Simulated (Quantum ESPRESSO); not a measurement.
# InWTi4Mg2: finding a planted mistake in a log

Computed values, not a measurement. The program is pw.x of Quantum ESPRESSO 7.5 (plane-wave density functional theory). The cell is made up: eight metal atoms on a hexagonal close-packed lattice, with elements, volume, strain and displacements drawn at random and not relaxed, so it may be unstable or far from any real phase. PseudoDojo standard norm-conserving files set the functional (PBE unless stated); there is no spin polarisation or spin-orbit coupling, the Fermi-Dirac width of 0.25 eV means electrons at about 2900 K, and the masses in the input are unused placeholders. Heavy elements are run without spin-orbit coupling, which real alloys of them have. A spin test at this wide smearing found no moment, but such smearing suppresses magnetism that the real alloy may have.

Intended input:

```
&control calculation='scf', pseudo_dir='./dojo.nc.sr.pbe.v0_5.standard.upf', outdir='./o', disk_io='minimal', tprnfor=.true., tstress=.true. /
&system ibrav=0, nat=8, ntyp=4, nbnd=62, ecutwfc=84.00895049, nosym=.true., tot_charge=0,
 occupations='smearing', smearing='fd', degauss=0.0183746611
/
&electrons conv_thr=1.470e-08, electron_maxstep=70, mixing_beta=0.5 /
ATOMIC_SPECIES
In 1.0 In.upf
Mg 1.0 Mg.upf
Ti 1.0 Ti.upf
W 1.0 W.upf
CELL_PARAMETERS angstrom
4.6911 -2.6777 -0.0398
-3.0837 0.003 -4.8621
3.1197 5.342 -0.026
ATOMIC_POSITIONS angstrom
In 0.0167 0.0523 -0.1104
W 1.4422 2.6774 -0.1735
Ti 0.1322 1.8172 -2.4693
Mg 1.4679 4.464 -2.5221
Ti 3.0532 0.0185 -0.1275
Mg 4.6535 2.5235 -0.0252
Ti 1.68 -0.9241 -2.4494
Ti 3.2492 1.7896 -2.3326
K_POINTS automatic
5 5 4 1 1 1
```

The log is shortened where brackets say so; the opening notice, blank lines, dates and the lines on written files are dropped, and the path of the files is cut. It prints rydbergs, bohrs and kilobars, and counts compression as positive stress. Its total energy is the free energy E - TS of the whole cell.

Log of the intended run:

```
     Program PWSCF v.7.5
     Parallel version (MPI & OpenMP), running on       4 processor cores
     Number of MPI processes:                 4
     Threads/MPI process:                     1
     [start-up lines left out]
     bravais-lattice index     =            0
     lattice parameter (alat)  =      10.2077  a.u.
     unit-cell volume          =    1102.2054 (a.u.)^3
     number of atoms/cell      =            8
     number of atomic types    =            4
     number of electrons       =        95.00
     number of Kohn-Sham states=           62
     kinetic-energy cutoff     =      84.0090  Ry
     charge density cutoff     =     336.0358  Ry
     scf convergence threshold =      1.5E-08
     mixing beta               =       0.5000
     number of iterations used =            8  plain     mixing
     Exchange-correlation= PBE
                           (   1   4   3   4   0   0   0)
     [axes and pseudopotential details left out]
   Cartesian axes
     site n.     atom                  positions (alat units)
         1        In     tau(   1) = (   0.0030916   0.0096822  -0.0204381  )
         2        W      tau(   2) = (   0.2669913   0.4956612  -0.0321197  )
         3        Ti     tau(   3) = (   0.0244739   0.3364142  -0.4571361  )
         4        Mg     tau(   4) = (   0.2717491   0.8264105  -0.4669108  )
         5        Ti     tau(   5) = (   0.5652322   0.0034249  -0.0236038  )
         6        Mg     tau(   6) = (   0.8614922   0.4671700  -0.0046652  )
         7        Ti     tau(   7) = (   0.3110147  -0.1710766  -0.4534520  )
         8        Ti     tau(   8) = (   0.6015172   0.3313047  -0.4318291  )
     number of k points=    50  Fermi-Dirac smearing, width (Ry)=  0.0184
                       cart. coord. in units 2pi/alat
        k(    1) = (   0.1387880   0.0443758  -0.1990940), wk =   0.0400000
        k(    2) = (   0.2464326   0.2339729  -0.2672487), wk =   0.0400000
     [further k points left out]
     Dense  grid:   114635 G-vectors     FFT dimensions: (  60,  64,  72)
     Estimated max dynamical RAM per process >     366.34 MB
     Estimated total dynamical RAM >       1.35 GB
     Initial potential from superposition of free atoms
     starting charge      94.9876, renormalised to      95.0000
     Starting wfcs are   69 randomized atomic wfcs
     total cpu time spent up to now is        5.2 secs
     per-process dynamical memory:   286.2 Mb
     Self-consistent Calculation
     iteration #  1     ecut=    84.01 Ry     beta= 0.50
     Davidson diagonalization with overlap
     ethr =  1.00E-02,  avg # of iterations =  2.7
     Threshold (ethr) on eigenvalues was too large:
     Diagonalizing with lowered threshold
     Davidson diagonalization with overlap
     ethr =  4.88E-04,  avg # of iterations =  5.6
     total cpu time spent up to now is       27.7 secs
     total energy              =    -996.80728199 Ry
     estimated scf accuracy    <       0.38544275 Ry
     iteration #  2     ecut=    84.01 Ry     beta= 0.50
     Davidson diagonalization with overlap
     ethr =  4.06E-04,  avg # of iterations =  4.5
     total cpu time spent up to now is       38.6 secs
     total energy              =    -996.74870448 Ry
     estimated scf accuracy    <       0.92349815 Ry
     [iterations 3 to 13 left out]
     iteration # 14     ecut=    84.01 Ry     beta= 0.50
     Davidson diagonalization with overlap
     ethr =  3.36E-10,  avg # of iterations =  6.3
     total cpu time spent up to now is      165.5 secs
     total energy              =    -996.92889330 Ry
     estimated scf accuracy    <       0.00000016 Ry
     iteration # 15     ecut=    84.01 Ry     beta= 0.50
     Davidson diagonalization with overlap
     ethr =  1.65E-10,  avg # of iterations =  2.0
     total cpu time spent up to now is      174.9 secs
     End of self-consistent calculation
     [lines on levels left out]
!    total energy              =    -996.92889330 Ry
     estimated scf accuracy    <       0.00000001 Ry
     smearing contrib. (-TS)   =      -0.15920132 Ry
     internal energy E=F+TS    =    -996.76969198 Ry
     The total energy is F=E-TS. E is the sum of the following terms:
     one-electron contribution =    -429.62926599 Ry
     hartree contribution      =     238.13275094 Ry
     xc contribution           =    -174.27695645 Ry
     ewald contribution        =    -630.99622047 Ry
     convergence has been achieved in  15 iterations
     Forces acting on atoms (cartesian axes, Ry/au):
     atom    1 type  1   force =    -0.01505303   -0.01119995    0.01208904
     atom    2 type  4   force =     0.00513878   -0.03851115    0.01466505
     atom    3 type  3   force =    -0.01779930   -0.00347990    0.01631610
     atom    4 type  2   force =     0.03047952    0.00011429    0.00746493
     atom    5 type  3   force =     0.02101361    0.01870551    0.00560776
     atom    6 type  2   force =     0.00934289    0.01871722    0.00198975
     atom    7 type  3   force =     0.00447800    0.03374006   -0.03151605
     atom    8 type  3   force =    -0.03760047   -0.01808609   -0.02661657
     Total force =     0.098327     Total SCF correction =     0.000221
     Computing stress (Cartesian axis) and pressure
          total   stress  (Ry/bohr**3)                   (kbar)     P=      -72.84
  -0.00064387   0.00016815   0.00001457          -94.72       24.74        2.14
   0.00016815  -0.00040571  -0.00009759           24.74      -59.68      -14.36
   0.00001457  -0.00009759  -0.00043594            2.14      -14.36      -64.13
     init_run     :      4.94s CPU      5.11s WALL (       1 calls)
     electrons    :    168.99s CPU    169.71s WALL (       1 calls)
     forces       :      1.48s CPU      1.50s WALL (       1 calls)
     stress       :      5.21s CPU      5.21s WALL (       1 calls)
     [timing details left out]
     PWSCF        :   3m 0.69s CPU   3m 1.65s WALL
     JOB DONE.
```

A second run was made from an input with one planted mistake. Its log:

```
     Program PWSCF v.7.5
     Parallel version (MPI & OpenMP), running on       4 processor cores
     Number of MPI processes:                 4
     Threads/MPI process:                     1
     [start-up lines left out]
     bravais-lattice index     =            0
     lattice parameter (alat)  =      10.2077  a.u.
     unit-cell volume          =    1102.2054 (a.u.)^3
     number of atoms/cell      =            8
     number of atomic types    =            4
     number of electrons       =        95.00
     number of Kohn-Sham states=           62
     kinetic-energy cutoff     =      84.0090  Ry
     charge density cutoff     =     336.0358  Ry
     scf convergence threshold =      1.5E-08
     mixing beta               =       0.5000
     number of iterations used =            8  plain     mixing
     Exchange-correlation= PBE
                           (   1   4   3   4   0   0   0)
     [axes and pseudopotential details left out]
   Cartesian axes
     site n.     atom                  positions (alat units)
         1        In     tau(   1) = (   0.0030916   0.0096822  -0.0204381  )
         2        W      tau(   2) = (   0.2669913   0.4956612  -0.0709965  )
         3        Ti     tau(   3) = (   0.0244739   0.3364142  -0.4571361  )
         4        Mg     tau(   4) = (   0.2717491   0.8264105  -0.4669108  )
         5        Ti     tau(   5) = (   0.5652322   0.0034249  -0.0236038  )
         6        Mg     tau(   6) = (   0.8614922   0.4671700  -0.0046652  )
         7        Ti     tau(   7) = (   0.3110147  -0.1710766  -0.4534520  )
         8        Ti     tau(   8) = (   0.6015172   0.3313047  -0.4318291  )
     number of k points=    50  Fermi-Dirac smearing, width (Ry)=  0.0184
                       cart. coord. in units 2pi/alat
        k(    1) = (   0.1387880   0.0443758  -0.1990940), wk =   0.0400000
        k(    2) = (   0.2464326   0.2339729  -0.2672487), wk =   0.0400000
     [further k points left out]
     Dense  grid:   114635 G-vectors     FFT dimensions: (  60,  64,  72)
     Estimated max dynamical RAM per process >     366.34 MB
     Estimated total dynamical RAM >       1.35 GB
     Initial potential from superposition of free atoms
     starting charge      94.9876, renormalised to      95.0000
     Starting wfcs are   69 randomized atomic wfcs
     total cpu time spent up to now is        5.6 secs
     per-process dynamical memory:   286.2 Mb
     Self-consistent Calculation
     iteration #  1     ecut=    84.01 Ry     beta= 0.50
     Davidson diagonalization with overlap
     ethr =  1.00E-02,  avg # of iterations =  2.5
     Threshold (ethr) on eigenvalues was too large:
     Diagonalizing with lowered threshold
     Davidson diagonalization with overlap
     ethr =  5.86E-04,  avg # of iterations =  5.6
     total cpu time spent up to now is       28.6 secs
     total energy              =    -996.75168960 Ry
     estimated scf accuracy    <       0.47359062 Ry
     iteration #  2     ecut=    84.01 Ry     beta= 0.50
     Davidson diagonalization with overlap
     ethr =  4.99E-04,  avg # of iterations =  6.2
     total cpu time spent up to now is       42.2 secs
     total energy              =    -996.42421663 Ry
     estimated scf accuracy    <       4.54764292 Ry
     [iterations 3 to 15 left out]
     iteration # 16     ecut=    84.01 Ry     beta= 0.50
     Davidson diagonalization with overlap
     ethr =  3.97E-11,  avg # of iterations =  4.3
     total cpu time spent up to now is      206.2 secs
     total energy              =    -996.91932816 Ry
     estimated scf accuracy    <       0.00000007 Ry
     iteration # 17     ecut=    84.01 Ry     beta= 0.50
     Davidson diagonalization with overlap
     ethr =  3.97E-11,  avg # of iterations =  2.0
     total cpu time spent up to now is      216.2 secs
     End of self-consistent calculation
     [lines on levels left out]
!    total energy              =    -996.91932816 Ry
     estimated scf accuracy    <          4.5E-09 Ry
     smearing contrib. (-TS)   =      -0.15694426 Ry
     internal energy E=F+TS    =    -996.76238390 Ry
     The total energy is F=E-TS. E is the sum of the following terms:
     one-electron contribution =    -433.64849632 Ry
     hartree contribution      =     240.22180011 Ry
     xc contribution           =    -174.33756832 Ry
     ewald contribution        =    -628.99811937 Ry
     convergence has been achieved in  17 iterations
     Forces acting on atoms (cartesian axes, Ry/au):
     atom    1 type  1   force =    -0.01344911   -0.00947600    0.01199241
     atom    2 type  4   force =     0.00915652   -0.04240498    0.03726228
     atom    3 type  3   force =    -0.02276189   -0.00864544    0.00632709
     atom    4 type  2   force =     0.03117762    0.00932537   -0.00391046
     atom    5 type  3   force =     0.02273853    0.01595721   -0.00006283
     atom    6 type  2   force =     0.00913216    0.01798608   -0.00119235
     atom    7 type  3   force =    -0.00105457    0.03315380   -0.02578392
     atom    8 type  3   force =    -0.03493927   -0.01589605   -0.02463222
     Total force =     0.102066     Total SCF correction =     0.000090
     Computing stress (Cartesian axis) and pressure
          total   stress  (Ry/bohr**3)                   (kbar)     P=      -62.65
  -0.00062080   0.00016120   0.00001944          -91.32       23.71        2.86
   0.00016120  -0.00034928  -0.00010758           23.71      -51.38      -15.83
   0.00001944  -0.00010758  -0.00030761            2.86      -15.83      -45.25
     init_run     :      5.32s CPU      5.48s WALL (       1 calls)
     electrons    :    210.09s CPU    210.69s WALL (       1 calls)
     forces       :      1.67s CPU      1.69s WALL (       1 calls)
     stress       :      5.95s CPU      5.95s WALL (       1 calls)
     [timing details left out]
     PWSCF        :   3m43.10s CPU   3m43.94s WALL
     JOB DONE.
```

Question: the log repeats what the program read. Compare it with the intended run: what was wrong in the second input?

Answer: one coordinate of one atom is wrong. The input lines that differ:

```
- W 1.4422 2.6774 -0.1735
+ W 1.4422 2.6774 -0.3835
```

|  | intended run | run with the mistake |
| --- | --- | --- |
| free energy (eV) | -13563.909 | -13563.778 |
| entropy term -TS, part of it (eV) | -2.166 | -2.135 |
| pressure (GPa) | -7.28 | -6.27 |
| size of the largest force component (eV/Å) | 0.990 | 1.090 |
| largest change of a force component (eV/Å) |  | 0.581 |
| iterations | 15 | 17 |

For scale, a rerun of the intended cell at a higher cutoff and on a denser mesh moved values by no more than 0.003 eV in energy, 0.02 GPa in stress and 0.009 eV/Å in force, and a second program with other atomic files agreed on that cell to 2 % rms in force and 0.5 GPa in pressure.